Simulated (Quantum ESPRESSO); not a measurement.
## Kohn-Sham bands of PbClF (P4/nmm)

```
PbClF
1.0
    4.10917     0.00000     0.00000
    0.00000     4.10917     0.00000
    0.00000     0.00000     7.23904
Pb Cl F
2 2 2
Cartesian
  0.00000   2.05458  -1.48465
  2.05458   0.00000   1.48465
  2.05458   0.00000  -2.54155
  0.00000   2.05458   2.54155
  2.05458   2.05458   0.00000
  0.00000   0.00000   0.00000
```

Materials Project entry mp-22964; symmetrised, unrelaxed at this level. COD (Crystallography Open Database) has an entry of this formula and space group (matched by these alone). Computed values, not measurements, from PBEsol: Quantum ESPRESSO (norm-conserving PseudoDojo potentials, cutoff 68 Ry, spinors with spin-orbit coupling) on a Γ-centred 4×4×4 mesh, then Wannier90. Density: 8×8×4 mesh, cold smearing 0.01 Ry.

Energies are relative to the valence-band maximum; weights are on the orthonormalised atomic waves of the pseudopotential files, averaged over the group. 56 electrons a cell are treated as valence.

Q: Into which isolated groups do the bands fall, where do they lie and what are they made of?

A: 
```
bands  from (eV)  to (eV)  filling             weight on atomic waves
-----  ---------  -------  -------  ---------------------------------
1–4       -21.54   -21.10   filled               F 2s 92 %, Pb 6p 6 %
5–12      -16.36   -16.28   filled                         Pb 5d 99 %
13–24     -13.91   -13.68   filled                         Pb 5d 96 %
25–28     -13.41   -12.69   filled  Cl 3s 83 %, Pb 5d 10 %, Pb 6p 6 %
29–32      -6.87    -5.10   filled   Pb 6s 68 %, F 2p 21 %, Cl 3p 8 %
33–56      -4.16     0.00   filled   Cl 3p 44 %, F 2p 43 %, Pb 6p 7 %
57–60       3.00     4.62    empty   Pb 6p 75 %, Cl 3p 10 %, F 2p 6 %
```

The Kohn-Sham gap over both meshes and the path is 3.00 eV.
